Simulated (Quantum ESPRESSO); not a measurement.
# Computed records: AlInCu₅W (simulated cell), AlIrPdW₅ (simulated cell)

Computed with Quantum ESPRESSO 7.5. Calculation on a made-up metal alloy cell, not a measurement: no spin or spin-orbit, unrelaxed, 2900 K smearing, stress positive in tension, cell energy less fitted offsets; periodic Kohn-Sham density functional theory in plane waves with PseudoDojo standard norm-conserving scalar-relativistic pseudopotentials, each functional with its own files (v0.5 for PBE, v0.4.1 for LDA and PBEsol), eight atoms on drawn sites of a strained close-packed or body-centred lattice, each displaced and held fixed; the energy is the cell's free energy, ions and the entropy term -TS included, at the stated Fermi-Dirac width, less a fixed offset for each atom's element (shifted free energy); compositions with an open d shell lost a parallel starting moment in a cheaper test run, and other magnetic orders were not tried; an error bar is the largest change of its kind in a tighter rerun, never given below 0.002 eV, 0.02 GPa or 0.003 eV/angstrom, and covers cutoff and k-mesh only, not smearing or the files.

Settings shared by all entries: functional pbe; fermi dirac smearing 0.25 eV; electrons removed 0.

Notes on all entries: heavy elements are run without spin-orbit coupling, which real alloys of them have; a spin test at this wide smearing found no moment, but such smearing suppresses magnetism that the real alloy may have; lattice, volume and sites are drawn at random and may be unstable or far from any real phase; energies are for the whole cell, less offsets fitted to these runs, so they are not formation energies.

(1) 
```xyz
8
Lattice="-2.7498 0.0001 0.0406 0.0643 4.7867 -4.2792 0.0646 -4.7119 -4.1976" Properties=species:S:1:pos:R:3 formula=AlInCu5W lattice_type=hexagonal_close-packed cutoff=1252 run_command=pw.x_-nk_1_-in_in run_processor=AMD_EPYC,Zen_5,virtual_cores k_mesh=8_x_4_x_4_shifted_half_a_step_off_Gamma_on_each_axis entropy_term_negative_ts=-0.733 pressure=5.41 stress_xx=-5.75 stress_yy=-2.38 stress_zz=-8.09 stress_yz=-0.92 stress_xz=-1.74 stress_xy=-0.42 shifted_free_energy=-0.678
W      0.0067    -0.0431    -0.0206
Cu     0.0244     1.6169    -2.0816
Cu     0.1115     0.0651    -4.2460
Cu     0.1513     1.6601    -6.3400
Cu    -1.3316    -0.7925    -2.0626
In    -1.3319    -2.3086    -4.1965
Cu    -1.3011    -0.7549    -6.2950
Al    -1.2852     2.4002    -4.2548
```

Units: cutoff, entropy_term_negative_ts, shifted_free_energy in eV; pressure, stress_xx, stress_yy, stress_zz, stress_yz, stress_xz, stress_xy in GPa.

Atoms:
```tsv
atoms element	atom site	atom energy offset (eV)
W	1	-2063.48
Cu	2	-5159.25
Cu	3	-5159.25
Cu	4	-5159.25
Cu	5	-5159.25
In	6	-1808.02
Cu	7	-5159.25
Al	8	-63.26
```

Forces:
```tsv
site	x (eV/Å)	y (eV/Å)	z (eV/Å)
1	0.012	-0.857	0.713
2	-0.064	-0.433	-1.444
3	-0.128	0.619	0.154
4	-0.165	-0.432	0.606
5	-0.068	0.38	-0.474
6	0.235	0.812	0.423
7	0.161	0.495	-0.335
8	0.016	-0.584	0.357
```

Notes: the copper pseudopotential is less sure than most, with forces differing by about three percent and pressure by about two GPa from a second method on plain copper; error bars: energy 0.002 eV, stress 0.12 GPa, force 0.012 eV/Å, from a tighter rerun of a related cell, whose elements or sites may differ; 16 SCF iterations, 1639 s of wall time on a shared machine.

(2) 
```xyz
8
Lattice="-2.7498 0.0001 0.0406 0.0643 4.7867 -4.2792 0.0646 -4.7119 -4.1976" Properties=species:S:1:pos:R:3 formula=AlInCu5W lattice_type=hexagonal_close-packed cutoff=1252 run_command=mpirun_-np_4_pw.x_-nk_4_-in_in run_processor=AMD_EPYC,older,virtual_cores k_mesh=8_x_4_x_4_shifted_half_a_step_off_Gamma_on_each_axis entropy_term_negative_ts=-0.731 pressure=6.79 stress_xx=-6.4 stress_yy=-1.53 stress_zz=-12.42 stress_yz=-3.32 stress_xz=-2.26 stress_xy=-0.2 shifted_free_energy=-0.434
Cu     0.0067    -0.0431    -0.0206
W      0.0244     1.6169    -2.0816
Cu     0.1115     0.0651    -4.2460
Cu     0.1513     1.6601    -6.3400
Cu    -1.3316    -0.7925    -2.0626
In    -1.3319    -2.3086    -4.1965
Cu    -1.3011    -0.7549    -6.2950
Al    -1.2852     2.4002    -4.2548
```

Units: cutoff, entropy_term_negative_ts, shifted_free_energy in eV; pressure, stress_xx, stress_yy, stress_zz, stress_yz, stress_xz, stress_xy in GPa.

Atoms:
```tsv
atoms element	atom site	atom energy offset (eV)
Cu	1	-5159.25
W	2	-2063.48
Cu	3	-5159.25
Cu	4	-5159.25
Cu	5	-5159.25
In	6	-1808.02
Cu	7	-5159.25
Al	8	-63.26
```

Forces:
```tsv
site	x (eV/Å)	y (eV/Å)	z (eV/Å)
1	-0.03	-0.596	0.441
2	-0.226	-1.474	-3.308
3	-0.065	0.582	0.022
4	-0.159	-0.44	0.454
5	0	0.354	0.306
6	0.467	0.592	3.126
7	0.107	0.879	-0.724
8	-0.094	0.104	-0.319
```

Notes: the copper pseudopotential is less sure than most, with forces differing by about three percent and pressure by about two GPa from a second method on plain copper; error bars: energy 0.002 eV, stress 0.12 GPa, force 0.012 eV/Å, from a tighter rerun of a related cell, whose elements or sites may differ; 17 SCF iterations, 335 s of wall time on a shared machine.

(3) 
```xyz
8
Lattice="-2.7498 0.0001 0.0406 0.0643 4.7867 -4.2792 0.0646 -4.7119 -4.1976" Properties=species:S:1:pos:R:3 formula=AlInCu5W lattice_type=hexagonal_close-packed cutoff=1252 run_command=mpirun_-np_4_pw.x_-nk_4_-in_in run_processor=AMD_EPYC,older,virtual_cores k_mesh=8_x_4_x_4_shifted_half_a_step_off_Gamma_on_each_axis entropy_term_negative_ts=-0.709 pressure=5.81 stress_xx=-6.09 stress_yy=-3.99 stress_zz=-7.36 stress_yz=-0.83 stress_xz=-1.3 stress_xy=0.39 shifted_free_energy=-0.646
Cu     0.0067    -0.0431    -0.0206
Cu     0.0244     1.6169    -2.0816
W      0.1115     0.0651    -4.2460
Cu     0.1513     1.6601    -6.3400
Cu    -1.3316    -0.7925    -2.0626
In    -1.3319    -2.3086    -4.1965
Cu    -1.3011    -0.7549    -6.2950
Al    -1.2852     2.4002    -4.2548
```

Units: cutoff, entropy_term_negative_ts, shifted_free_energy in eV; pressure, stress_xx, stress_yy, stress_zz, stress_yz, stress_xz, stress_xy in GPa.

Atoms:
```tsv
atoms element	atom site	atom energy offset (eV)
Cu	1	-5159.25
Cu	2	-5159.25
W	3	-2063.48
Cu	4	-5159.25
Cu	5	-5159.25
In	6	-1808.02
Cu	7	-5159.25
Al	8	-63.26
```

Forces:
```tsv
site	x (eV/Å)	y (eV/Å)	z (eV/Å)
1	0.007	-0.438	0.254
2	-0.147	-0.49	-1.003
3	-0.335	1.645	0.464
4	-0.102	-0.397	0.196
5	0.084	0.504	0.604
6	0.339	-1.789	0.504
7	0.093	0.443	-1.312
8	0.061	0.523	0.293
```

Notes: the copper pseudopotential is less sure than most, with forces differing by about three percent and pressure by about two GPa from a second method on plain copper; error bars: energy 0.002 eV, stress 0.12 GPa, force 0.012 eV/Å, from a tighter rerun of a related cell, whose elements or sites may differ; 16 SCF iterations, 345 s of wall time on a shared machine.

(4) 
```xyz
8
Lattice="-2.7498 0.0001 0.0406 0.0643 4.7867 -4.2792 0.0646 -4.7119 -4.1976" Properties=species:S:1:pos:R:3 formula=AlInCu5W lattice_type=hexagonal_close-packed cutoff=1252 run_command=mpirun_-np_4_pw.x_-nk_4_-in_in run_processor=AMD_EPYC,older,virtual_cores k_mesh=8_x_4_x_4_shifted_half_a_step_off_Gamma_on_each_axis entropy_term_negative_ts=-0.729 pressure=6.47 stress_xx=-6.05 stress_yy=-1.47 stress_zz=-11.9 stress_yz=0.63 stress_xz=-1.8 stress_xy=-0.49 shifted_free_energy=-0.558
Cu     0.0067    -0.0431    -0.0206
Cu     0.0244     1.6169    -2.0816
Cu     0.1115     0.0651    -4.2460
W      0.1513     1.6601    -6.3400
Cu    -1.3316    -0.7925    -2.0626
In    -1.3319    -2.3086    -4.1965
Cu    -1.3011    -0.7549    -6.2950
Al    -1.2852     2.4002    -4.2548
```

Units: cutoff, entropy_term_negative_ts, shifted_free_energy in eV; pressure, stress_xx, stress_yy, stress_zz, stress_yz, stress_xz, stress_xy in GPa.

Atoms:
```tsv
atoms element	atom site	atom energy offset (eV)
Cu	1	-5159.25
Cu	2	-5159.25
Cu	3	-5159.25
W	4	-2063.48
Cu	5	-5159.25
In	6	-1808.02
Cu	7	-5159.25
Al	8	-63.26
```

Forces:
```tsv
site	x (eV/Å)	y (eV/Å)	z (eV/Å)
1	0.03	-0.547	0.167
2	-0.083	-0.502	-1.173
3	-0.152	0.536	0.378
4	-0.394	-1.381	1.015
5	0.039	0.902	0.226
6	0.207	0.285	-1.424
7	0.121	0.377	-0.734
8	0.232	0.33	1.545
```

Notes: the copper pseudopotential is less sure than most, with forces differing by about three percent and pressure by about two GPa from a second method on plain copper; error bars: energy 0.002 eV, stress 0.12 GPa, force 0.012 eV/Å, from a tighter rerun of this cell; 16 SCF iterations, 341 s of wall time on a shared machine.

(5) 
```xyz
8
Lattice="-2.7498 0.0001 0.0406 0.0643 4.7867 -4.2792 0.0646 -4.7119 -4.1976" Properties=species:S:1:pos:R:3 formula=AlInCu5W lattice_type=hexagonal_close-packed cutoff=1252 run_command=mpirun_-np_4_pw.x_-nk_4_-in_in run_processor=AMD_EPYC,older,virtual_cores k_mesh=8_x_4_x_4_shifted_half_a_step_off_Gamma_on_each_axis entropy_term_negative_ts=-0.812 pressure=5.79 stress_xx=-4.57 stress_yy=-2.64 stress_zz=-10.17 stress_yz=-2.83 stress_xz=-1.7 stress_xy=-0.26 shifted_free_energy=-0.579
Cu     0.0067    -0.0431    -0.0206
Cu     0.0244     1.6169    -2.0816
Cu     0.1115     0.0651    -4.2460
Cu     0.1513     1.6601    -6.3400
W     -1.3316    -0.7925    -2.0626
In    -1.3319    -2.3086    -4.1965
Cu    -1.3011    -0.7549    -6.2950
Al    -1.2852     2.4002    -4.2548
```

Units: cutoff, entropy_term_negative_ts, shifted_free_energy in eV; pressure, stress_xx, stress_yy, stress_zz, stress_yz, stress_xz, stress_xy in GPa.

Atoms:
```tsv
atoms element	atom site	atom energy offset (eV)
Cu	1	-5159.25
Cu	2	-5159.25
Cu	3	-5159.25
Cu	4	-5159.25
W	5	-2063.48
In	6	-1808.02
Cu	7	-5159.25
Al	8	-63.26
```

Forces:
```tsv
site	x (eV/Å)	y (eV/Å)	z (eV/Å)
1	0.082	-0.196	0.981
2	-0.07	-0.284	-1.287
3	-0.203	0.858	-0.137
4	-0.15	-0.867	0.504
5	-0.002	1.397	0.699
6	0.224	-1.062	-0.852
7	0.108	0.502	-0.683
8	0.011	-0.348	0.775
```

Notes: the copper pseudopotential is less sure than most, with forces differing by about three percent and pressure by about two GPa from a second method on plain copper; error bars: energy 0.002 eV, stress 0.12 GPa, force 0.012 eV/Å, from a tighter rerun of a related cell, whose elements or sites may differ; 16 SCF iterations, 321 s of wall time on a shared machine.

(6) 
```xyz
8
Lattice="-2.7498 0.0001 0.0406 0.0643 4.7867 -4.2792 0.0646 -4.7119 -4.1976" Properties=species:S:1:pos:R:3 formula=AlInCu5W lattice_type=hexagonal_close-packed cutoff=1252 run_command=mpirun_-np_4_pw.x_-nk_4_-in_in run_processor=AMD_EPYC,older,virtual_cores k_mesh=8_x_4_x_4_shifted_half_a_step_off_Gamma_on_each_axis entropy_term_negative_ts=-0.813 pressure=5.42 stress_xx=-4.25 stress_yy=-2.42 stress_zz=-9.59 stress_yz=0.91 stress_xz=-1.23 stress_xy=0.11 shifted_free_energy=-0.614
Cu     0.0067    -0.0431    -0.0206
Cu     0.0244     1.6169    -2.0816
Cu     0.1115     0.0651    -4.2460
Cu     0.1513     1.6601    -6.3400
Cu    -1.3316    -0.7925    -2.0626
In    -1.3319    -2.3086    -4.1965
W     -1.3011    -0.7549    -6.2950
Al    -1.2852     2.4002    -4.2548
```

Units: cutoff, entropy_term_negative_ts, shifted_free_energy in eV; pressure, stress_xx, stress_yy, stress_zz, stress_yz, stress_xz, stress_xy in GPa.

Atoms:
```tsv
atoms element	atom site	atom energy offset (eV)
Cu	1	-5159.25
Cu	2	-5159.25
Cu	3	-5159.25
Cu	4	-5159.25
Cu	5	-5159.25
In	6	-1808.02
W	7	-2063.48
Al	8	-63.26
```

Forces:
```tsv
site	x (eV/Å)	y (eV/Å)	z (eV/Å)
1	-0.069	-0.319	-0.069
2	-0.109	-0.893	-1.225
3	-0.103	0.939	0.758
4	-0.199	-0.234	0.433
5	0.001	0.488	0.265
6	0.145	-1.157	1.775
7	0.233	1.392	-1.846
8	0.101	-0.215	-0.092
```

Notes: the copper pseudopotential is less sure than most, with forces differing by about three percent and pressure by about two GPa from a second method on plain copper; error bars: energy 0.002 eV, stress 0.12 GPa, force 0.012 eV/Å, from a tighter rerun of a related cell, whose elements or sites may differ; 16 SCF iterations, 330 s of wall time on a shared machine.

(7) 
```xyz
8
Lattice="0.0445 -0.0221 -4.0233 3.9005 0.0045 -0.0445 -0.0090 -8.0735 -0.0442" Properties=species:S:1:pos:R:3 formula=AlIrPdW5 lattice_type=face-centred_cubic cutoff=1116 run_command=pw.x_-nk_1_-in_in run_processor=AMD_EPYC,Zen_5,virtual_cores k_mesh=6_x_6_x_3_shifted_half_a_step_off_Gamma_on_each_axis entropy_term_negative_ts=-1.42 pressure=-0.47 stress_xx=0.05763 stress_yy=-0.006807 stress_zz=1.34 stress_yz=0.54 stress_xz=-1.38 stress_xy=1.64 shifted_free_energy=-1.406
Ir     0.0052    -0.0428    -0.0157
W      0.0211    -4.0463    -0.0879
Al     1.9444    -1.9936    -0.0716
W      1.9539    -6.0146    -0.0834
W     -0.0990    -1.9370    -2.0272
W      0.0843    -6.1049    -2.0293
Pd     1.9532    -0.0743    -1.9639
W      1.9978    -4.0316    -2.0608
```

Units: cutoff, entropy_term_negative_ts, shifted_free_energy in eV; pressure, stress_xx, stress_yy, stress_zz, stress_yz, stress_xz, stress_xy in GPa.

Atoms:
```tsv
atoms element	atom site	atom energy offset (eV)
Ir	1	-3133.86
W	2	-2063.48
Al	3	-63.26
W	4	-2063.48
W	5	-2063.48
W	6	-2063.48
Pd	7	-3687.45
W	8	-2063.48
```

Forces:
```tsv
site	x (eV/Å)	y (eV/Å)	z (eV/Å)
1	-0.12	0.423	0.645
2	-0.192	1.383	0.522
3	-0.53	0.461	0.299
4	0.176	-2.6	0.41
5	1.466	-1.369	-0.258
6	-0.508	-0.824	-0.306
7	-0.088	0.899	-0.673
8	-0.204	1.628	-0.639
```

Notes: error bars: energy 0.0044 eV, stress 0.077 GPa, force 0.0053 eV/Å, from a tighter rerun of a related cell, whose elements or sites may differ; 19 SCF iterations, 1157 s of wall time on a shared machine.

(8) 
```xyz
8
Lattice="0.0445 -0.0221 -4.0233 3.9005 0.0045 -0.0445 -0.0090 -8.0735 -0.0442" Properties=species:S:1:pos:R:3 formula=AlIrPdW5 lattice_type=face-centred_cubic cutoff=1116 run_command=pw.x_-nk_1_-in_in run_processor=AMD_EPYC,Zen_5,virtual_cores k_mesh=6_x_6_x_3_shifted_half_a_step_off_Gamma_on_each_axis entropy_term_negative_ts=-1.409 pressure=-1.04 stress_xx=-1.68 stress_yy=3.28 stress_zz=1.52 stress_yz=0.37 stress_xz=-2.61 stress_xy=1.91 shifted_free_energy=-1.451
W      0.0052    -0.0428    -0.0157
Ir     0.0211    -4.0463    -0.0879
Al     1.9444    -1.9936    -0.0716
W      1.9539    -6.0146    -0.0834
W     -0.0990    -1.9370    -2.0272
W      0.0843    -6.1049    -2.0293
Pd     1.9532    -0.0743    -1.9639
W      1.9978    -4.0316    -2.0608
```

Units: cutoff, entropy_term_negative_ts, shifted_free_energy in eV; pressure, stress_xx, stress_yy, stress_zz, stress_yz, stress_xz, stress_xy in GPa.

Atoms:
```tsv
atoms element	atom site	atom energy offset (eV)
W	1	-2063.48
Ir	2	-3133.86
Al	3	-63.26
W	4	-2063.48
W	5	-2063.48
W	6	-2063.48
Pd	7	-3687.45
W	8	-2063.48
```

Forces:
```tsv
site	x (eV/Å)	y (eV/Å)	z (eV/Å)
1	-0.205	0.72	0.553
2	0.062	0.396	0.464
3	-0.517	-0.675	0.32
4	0.386	-0.575	0.492
5	1.376	-1.465	-0.332
6	-0.696	0.187	-0.444
7	-0.096	0.975	-0.571
8	-0.31	0.436	-0.482
```

Notes: error bars: energy 0.0044 eV, stress 0.077 GPa, force 0.0053 eV/Å, from a tighter rerun of a related cell, whose elements or sites may differ; 20 SCF iterations, 1887 s of wall time on a shared machine.

(9) 
```xyz
8
Lattice="0.0445 -0.0221 -4.0233 3.9005 0.0045 -0.0445 -0.0090 -8.0735 -0.0442" Properties=species:S:1:pos:R:3 formula=AlIrPdW5 lattice_type=face-centred_cubic cutoff=1116 run_command=mpirun_-np_4_pw.x_-nk_4_-in_in run_processor=Intel_Xeon,2023_or_later,virtual_cores k_mesh=6_x_6_x_3_shifted_half_a_step_off_Gamma_on_each_axis entropy_term_negative_ts=-1.385 pressure=-1.77 stress_xx=-3.58 stress_yy=4.4 stress_zz=4.51 stress_yz=1.07 stress_xz=-2.61 stress_xy=1.65 shifted_free_energy=-1.493
W      0.0052    -0.0428    -0.0157
W      0.0211    -4.0463    -0.0879
Al     1.9444    -1.9936    -0.0716
Ir     1.9539    -6.0146    -0.0834
W     -0.0990    -1.9370    -2.0272
W      0.0843    -6.1049    -2.0293
Pd     1.9532    -0.0743    -1.9639
W      1.9978    -4.0316    -2.0608
```

Units: cutoff, entropy_term_negative_ts, shifted_free_energy in eV; pressure, stress_xx, stress_yy, stress_zz, stress_yz, stress_xz, stress_xy in GPa.

Atoms:
```tsv
atoms element	atom site	atom energy offset (eV)
W	1	-2063.48
W	2	-2063.48
Al	3	-63.26
Ir	4	-3133.86
W	5	-2063.48
W	6	-2063.48
Pd	7	-3687.45
W	8	-2063.48
```

Forces:
```tsv
site	x (eV/Å)	y (eV/Å)	z (eV/Å)
1	-0.161	1.312	0.484
2	-0.137	0.364	0.577
3	-0.484	-0.295	0.285
4	0.183	-1.244	0.334
5	1.609	-1.33	-0.348
6	-0.537	-0.156	-0.32
7	-0.201	1.211	-0.395
8	-0.271	0.137	-0.617
```

Notes: error bars: energy 0.0044 eV, stress 0.077 GPa, force 0.0053 eV/Å, from a tighter rerun of a related cell, whose elements or sites may differ; 19 SCF iterations, 246 s of wall time on a shared machine.

(10) 
```xyz
8
Lattice="0.0445 -0.0221 -4.0233 3.9005 0.0045 -0.0445 -0.0090 -8.0735 -0.0442" Properties=species:S:1:pos:R:3 formula=AlIrPdW5 lattice_type=face-centred_cubic cutoff=1116 run_command=mpirun_-np_4_pw.x_-nk_4_-in_in run_processor=Intel_Xeon,2023_or_later,virtual_cores k_mesh=6_x_6_x_3_shifted_half_a_step_off_Gamma_on_each_axis
W      0.0052    -0.0428    -0.0157
W      0.0211    -4.0463    -0.0879
Al     1.9444    -1.9936    -0.0716
W      1.9539    -6.0146    -0.0834
Ir    -0.0990    -1.9370    -2.0272
W      0.0843    -6.1049    -2.0293
Pd     1.9532    -0.0743    -1.9639
W      1.9978    -4.0316    -2.0608
```

Units: cutoff in eV.

Atoms:
```tsv
atoms element	atom site	atom energy offset (eV)
W	1	-2063.48
W	2	-2063.48
Al	3	-63.26
W	4	-2063.48
Ir	5	-3133.86
W	6	-2063.48
Pd	7	-3687.45
W	8	-2063.48
```

Notes: error bars: energy 0.0044 eV, stress 0.077 GPa, force 0.0053 eV/Å, from a tighter rerun of this cell; 19 SCF iterations, 251 s of wall time on a shared machine.

To be estimated
1. Estimate the stress yy of AlIrPdW₅ (simulated cell) (entry 10).
2. AlIrPdW₅ (simulated cell) (entry 10): entropy term negative ts?
3. Estimate the stress yz of AlIrPdW₅ (simulated cell) (entry 10).
4. Estimate the stress xz of AlIrPdW₅ (simulated cell) (entry 10).
5. Give the table of forces values for AlIrPdW₅ (simulated cell) (entry 10).

Answers
1. -2.27 GPa
2. -1.426 eV
3. 0.44 GPa
4. -1.3 GPa
5. 
Forces:
```tsv
site	x (eV/Å)	y (eV/Å)	z (eV/Å)
1	-0.131	0.782	0.44
2	0.062	1.076	0.458
3	-0.143	0.07	0.2
4	0.342	-2.233	0.569
5	1.017	-1.503	-0.266
6	-0.741	-0.939	-0.428
7	-0.215	1.18	-0.489
8	-0.191	1.567	-0.484
```

Further results for AlIrPdW₅ (simulated cell) (entry 10):

- pressure: -0.35 GPa
- stress xx: -0.18 GPa
- stress zz: 3.51 GPa
- stress xy: 2.04 GPa
- shifted free energy: -1.431 eV
